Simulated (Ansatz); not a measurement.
The calculation used DFT PBE, scalar-relativistic, plane waves, PAW (Ansatz). All cells share a 420 eV cutoff and Γ-centred k meshes spaced at most about 0.3 Å⁻¹ (about 0.25 or finer for metals, 2π included). No spin polarisation in the final relaxations.

These are static total energies at zero pressure.

Two relaxed structures of InCuO:

A.

```
In Cu O
1.0
     6.18249    0.00000    0.00000
     0.00000    3.61421    0.00000
     0.00000    0.00000    4.81119
In Cu O
2 2 2
Direct
  0.25000 0.00000 0.00681
  0.75000 0.00000 0.99319
  0.00000 0.50000 0.50000
  0.50000 0.50000 0.50000
  0.25000 0.50000 0.71085
  0.75000 0.50000 0.28915
```

B.

```
In Cu O
1.0
     3.45909    0.00000    0.00000
    -1.72954    2.99566    0.00000
     0.00000    0.00000    4.49145
In Cu O
1 1 1
Direct
  0.00000 0.00000 0.00000
  0.66667 0.33333 0.50000
  0.33333 0.66667 0.50000
```

Problem. Which is lower in energy, and by how much?

Solution. A is lower, by 238 meV/atom. A has space group Pmma (No. 51), 17.9 Å³/atom and no gap on its mesh; B has space group P-6m2 (No. 187), 15.5 Å³/atom and no gap. Counting O atoms around Cu and In (those within 1.25 times the shortest such distance or 1.15 times the sum of covalent radii; the shortest distance is added where it is long for a bond), A has In 2, Cu 2 and B has In 6 from 3.0 Å, Cu 3. The lower one is the more open, so pressure narrows the difference. Both come from invented guesses.

No Hubbard U is applied to the 3d shell of Cu. Cells relaxed within their symmetry can be saddle points.
